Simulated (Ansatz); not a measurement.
## Computed properties of La₃InN

La3InN:
```cif
data_InLa3N
_chemical_formula_sum 'La3 N1 In1'
_space_group_name_H-M_alt 'P 1'
_space_group_IT_number 1
_cell_length_a 5.13907
_cell_length_b 5.13907
_cell_length_c 5.13907
_cell_angle_alpha 90.000
_cell_angle_beta 90.000
_cell_angle_gamma 90.000
loop_
_space_group_symop_operation_xyz
  'x, y, z'
loop_
_atom_site_label
_atom_site_type_symbol
_atom_site_fract_x
_atom_site_fract_y
_atom_site_fract_z
_atom_site_occupancy
La1 La 0.50000 0.50000 0.00000 1
La2 La 0.00000 0.50000 0.50000 1
La3 La 0.50000 0.00000 0.50000 1
N1 N 0.50000 0.50000 0.50000 1
In1 In 0.00000 0.00000 0.00000 1
```

Space group Pm-3m (No. 221), anti-perovskite; conventional cell a = b = c = 5.1391 Å, α = β = γ = 90.00°.

Method: DFT-r²SCAN in the program Ansatz with PAW potentials. The cell and atoms are relaxed at this level. Other levels are named where they apply.

Cell and energy:

| Property | Value |
|---|---|
| Volume per atom | 27.14 Å³ |
| Density | 6.67 g/cm³ |
| Formation energy from the elements (no fitted shifts) | -1.04 eV/atom |

Electronic structure:

| Property | Value |
|---|---|
| Electronic character | metallic (no gap) |
| Density of states at the Fermi level | 0.42 states/eV per atom (mean over ±0.08 eV) |
| Gap with spin–orbit coupling | none (metallic) |

Mechanics:

| Quantity | Result |
|---|---|
| Bulk modulus (Birch–Murnaghan fit) | 688 kbar |
| Pressure derivative B′ | 3.8 |

Charges:

| Item | Value |
|---|---|
| Bader charges | La +1.27, N -1.87, In -1.94 e |

The workflow started from an entry of the Crystallography Open Database (COD). Whether it is the stable phase at ambient conditions was not checked. The r²SCAN relaxation kept the symmetry of its start; its stability against distortions is not shown here. With an odd number of electrons in the cell and no spin polarisation, the count alone makes it a metal. The references are the lowest solids computed at this level, not always the standard phases (solids in place of the gases). Scalar-relativistic: spin–orbit coupling is off unless named, which matters more the heavier the elements.

Potentials: the later of the program's two PAW sets.
